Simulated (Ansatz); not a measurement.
Starting cell, CsSnI₃ (cubic perovskite):

```yaml
crystal:
  lattice:
    - [6.13043, 0.00000, 0.00000]
    - [0.00000, 6.13043, 0.00000]
    - [0.00000, 0.00000, 6.13043]
  atoms:
    - { symbol: Cs, position: [0.00000, 0.00000, 0.00000] }
    - { symbol: Sn, position: [0.50000, 0.50000, 0.50000] }
    - { symbol: I, position: [0.00000, 0.50000, 0.50000] }
    - { symbol: I, position: [0.50000, 0.50000, 0.00000] }
    - { symbol: I, position: [0.50000, 0.00000, 0.50000] }
```

In each cell atom 5 (I, nearest neighbour Sn at 3.065 Å; its periodic images, 6.1 Å or more away, move with it) moves by s·(0.707, 0.707, 0.000) (along Cartesian [110]), the rest being held.

Method: PBEsol (plane waves to 420 eV, PAW, scalar-relativistic; Ansatz, a first-principles code). k mesh 6×6×6 (Γ-centred), Fermi-Dirac smearing 0.05 eV. The energy includes the smearing's −TS. CsSnI3 was relaxed with its symmetry unable to fall. Spin-orbit coupling is left out, though I is heavy. This is a high-temperature form of CsSnI3. The zero of ΔE is the undisplaced structure.

Successive frames, forces in eV/Å:

```json
[
 {"frame": "s = 0.000 Å", "ΔE (meV/cell)": "0", "F on Cs1": "(0.000, 0.000, 0.000)", "F on Sn2": "(0.000, 0.000, 0.000)", "F on I3": "(0.000, 0.000, 0.000)", "F on I4": "(0.000, 0.000, 0.000)", "F on I5": "(0.000, 0.000, 0.000)"},
 {"frame": "s = -0.184 Å", "ΔE (meV/cell)": "17", "F on Cs1": "(0.004, -0.007, 0.000)", "F on Sn2": "(0.003, -0.164, 0.000)", "F on I3": "(-0.046, -0.045, 0.000)", "F on I4": "(0.006, -0.042, 0.000)", "F on I5": "(0.033, 0.259, 0.000)"},
 {"frame": "s = -0.368 Å", "ΔE (meV/cell)": "87", "F on Cs1": "(0.003, -0.012, 0.000)", "F on Sn2": "(0.026, -0.546, 0.000)", "F on I3": "(-0.120, -0.113, 0.000)", "F on I4": "(0.015, -0.085, 0.000)", "F on I5": "(0.076, 0.756, 0.000)"}
]
```

### Question
What are the energy and the forces in the next frame, s = -0.552 Å?

### Answer
ΔE (meV/cell) = 247.

```
atom      Fx      Fy     Fz
----  ------  ------  -----
Cs1   -0.004  -0.013  0.000
Sn2    0.118  -1.242  0.000
I3    -0.233  -0.213  0.000
I4     0.027  -0.122  0.000
I5     0.093   1.590  0.000
```

(A displaced cell: forces are minus the slopes of the energy, force constants its curvatures, and phonons follow from these.)
